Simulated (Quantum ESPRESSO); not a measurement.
## One change at a time to In3MoZn2Zr2

These are calculations, not measurements. They come from Quantum ESPRESSO 7.5, a public plane-wave density functional program. Each row is one single-point run on a made-up periodic cell of eight metal atoms, with elements, volume, strain and displacements drawn at random and not relaxed, so a cell may be unstable or far from any real phase. There is no spin polarisation or spin-orbit coupling.

Settings: PBE unless stated; PseudoDojo standard norm-conserving files; Fermi-Dirac width 0.25 eV, which means electrons at about 2900 K; cutoff 1143 eV; 5 x 5 x 4 k mesh shifted half a step off Gamma. E is the free energy of the whole cell (internal energy minus TS), so a -TS column is already part of it. Stress is positive in tension, and the pressure P is minus a third of its trace.

Checks: one run of this series was repeated at a higher cutoff and on a denser mesh, which moved values by no more than 0.005 eV, 0.04 GPa and 0.008 eV/Å, and a second program with other atomic files agreed on it to 2 % rms in force and 0.5 GPa in pressure. Known limits: a spin test at this wide smearing found no moment, but such smearing suppresses magnetism that the real alloy may have.

The lattice is hexagonal close-packed, and the cell vectors in Å are (4.593, -2.651, 0.000); (-3.062, 0.000, -4.988); (3.062, 5.303, 0.000), a volume of 161.96 Å³ in run 1. The elements on sites 1 to 8 are In In Zn Zn Zr Zr Mo In. Each later run makes one change to run 1 and keeps the rest. E is counted from run 1, and is n/a where other atomic files have another zero of energy.

```
run                           change  V (Å³)  P (GPa)  -TS (eV)  rms force (eV/Å)  largest change of a force component (eV/Å)  E (eV)
  1                             none  161.96     1.16    -1.243             0.664                                       0.000   0.000
  2          sites 1 and 5 exchanged  161.96     1.55    -1.370             0.824                                       0.453   0.553
  3    all lengths scaled by -0.69 %  158.64     3.18    -1.214             0.711                                       0.098       ?
  4              LDA in place of PBE  161.96    -6.22    -1.259             0.581                                       0.183     n/a
  5                     Al on site 1  161.96    -2.27    -1.267             0.723                                       0.421     n/a
  6  site 3 moved by -0.19 Å along y  161.96     1.29    -1.244             0.654                                       0.385  -0.033
```

## Worked estimate

Along a uniform scaling dE = -P dV. The mean of the two pressures is 2.170 GPa and the volume changes by -3.32 Å³, with 160.2 GPa to one eV/Å³. The same two rows give -V dP/dV = 98 GPa for this cell with clamped atoms, which is not the bulk modulus of a real alloy.

## Withheld value

Question: what E should run 3 give?

The estimate is 0.045 eV. The calculation gave 0.045 eV.
